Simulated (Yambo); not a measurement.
Yambo input for a free-standing SnS₂ monolayer (symmetry P-3m1, slab cell 15.9 Å high) under biaxial strain of +1.5 % in the plane (a = 3.7016 Å, b = 3.7016 Å, c = 15.9000 Å, α = 90.00°, β = 90.00°, γ = 120.00°), on norm-conserving PBE (stringent potentials; Quantum ESPRESSO, 102 Ry, without SOC) wavefunctions on a 24×24×1 mesh:

```
rim_cut
optics
chi
dipoles
kernel
RandQpts= 1000000
RandGvec= 2 Ry
CUTGeo= "slab z"
FFTGvecs= 30 Ry
Chimod= "HARTREE"
NGsBlkXd= 2 Ry
% QpntsRXd
 1 | 1 |
%
% BndsRnXd
 5 | 51 |
%
GrFnTpXd= "R"
% EnRngeXd
 0.0 | 20.0 | eV
%
% DmRngeXd
 0.2 | 0.2 | eV
%
CGrdSpXd= 50
ETStpsXd= 161
% LongDrXd
 1.0 | 0.0 | 0.0 |
%
```

First lines of the file o-*.alpha_q1_inv_rpa_dyson:

```
Polarizability  ( -<<X>> ) @ Q(1):   1.00000000     0.00000000     0.00000000    [q->0 direction]
#
# Polarizability units: length
#
# [ X ] Hartree size     :   69
# [GEN] GF Energies     : Perdew, Burke & Ernzerhof(X)+Perdew, Burke & Ernzerhof(C)
# [GEN] Green`s Function     : Retarded
#
# [GEN] Gauge     : Length
# [GEN] [r,Vnl] included     : yes
#
#    E[1] [eV]     Im(alpha)     Re(alpha)     Im(alpha_o)     Re(alpha_o)
#
     0.000000     0.702869E-8     5.921876     -0.55377E-17     6.762239
     0.125000     0.014407     5.926317     0.016326     6.767274
     0.250000     0.029025     5.939702     0.032882     6.782446
     0.375000     0.044073     5.962222     0.049910     6.807964
     0.500000     0.059796     5.994202     0.067678     6.844187
     0.625000     0.076478     6.036126     0.086495     6.891643
     0.750000     0.094463     6.088654     0.106734     6.951056
     0.875000     0.114190     6.152668     0.128868     7.023390
     1.000000     0.136240     6.229331     0.153523     7.109908
     1.125000     0.161425     6.320165     0.181566     7.212266
     1.250000     0.190940     6.427188     0.214268     7.332649
     1.375000     0.226666     6.553089     0.253620     7.473956
     1.500000     0.271808     6.701455     0.302994     7.640048
     1.625000     0.332366     6.876811     0.368677     7.835798
     1.750000     0.420375     7.082967     0.463240     8.065418
     1.875000     0.556481     7.313711     0.608355     8.322920
     2.000000     0.752052     7.539730     0.816820     8.578188
     2.125000     0.984146     7.735237     1.065735     8.803115
     2.250000     1.223412     7.904877     1.323006     9.000916
     2.375000     1.444716     8.095926     1.559550     9.222223
     2.500000     1.725208     8.331368     1.855145     9.494561
     2.625000     2.080192     8.582139     2.228450     9.791706
     2.750000     2.549315     8.804472     2.723549     10.06720
     2.875000     3.126559     8.908885     3.335648     10.23274
     3.000000     3.706329     8.848636     3.961565     10.23535
     3.125000     4.130635     8.624810     4.434668     10.08619
     3.250000     4.359718     8.518299     4.739928     10.07409
     3.375000     4.634463     8.537431     5.127703     10.18346
     3.500000     4.787217     8.646312     5.411213     10.37886
     3.625000     5.121160     9.254882     5.926821     11.10118
     3.750000     6.275153     10.02030     7.403175     11.96438
```
(The file goes on to the top of the energy range; α is in bohr.) Convergence of the RPA response with its 24×24×1 mesh was not tested.

Geometry strained from the cell relaxed with PBEsol, atoms relaxed again.
